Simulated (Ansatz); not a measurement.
Mo:
```xyz
1
Lattice="-1.5754 1.5754 1.5754 1.5754 -1.5754 1.5754 1.5754 1.5754 -1.5754" Properties=species:S:1:pos:R:3 pbc="T T T"
Mo     0.0000     0.0000     0.0000
```

Relaxed with r²SCAN.

Task: Map the electron localisation function on the plane through (0.000, 0.000, 0.000) spanned by u = [1, 1, 0] and v = [1, -1, 0] in lattice vectors, from the program Ansatz at the r²SCAN level (PAW).

Result: x is the fraction of u, y of v (the angle between them is 90°; rows are the nearest grid lines); atoms in the plane: Mo at (0.00, 0.00), Mo at (0.50, 0.50).
```
|25885002320058852|
|57984002420048975|
|99984013431048999|
|99862124542126899|
|66432233433223466|
|22222222122222222|
|12222222222222221|
|43322346664322334|
|54212689998621245|
|43104899999840134|
|42004897579840024|
|32005885258850023|
|42004897579840024|
|43104899999840134|
|54212689998621245|
|43322346664322334|
|12222222222222221|
|22222222122222222|
|66432233433223466|
|99862124542126899|
|99984013431048999|
|57984002420048975|
|25885002320058852|
```
Scale: ten equal steps from 0.135 (start of '0') to 0.744 (end of '9'), in the order '0123456789'; x runs from 0.000 to 1.00, y from 0.000 (bottom) to 1.00 (top).

The density is the valence pseudo-density with augmentation charge, so density and ELF within about 1 Å of a nucleus are not all-electron values.

Space group Im-3m (bcc (W type)). Symmetry was held in the r²SCAN relaxation. No spin polarisation was allowed.

Potentials: the earlier of the program's two PAW sets.
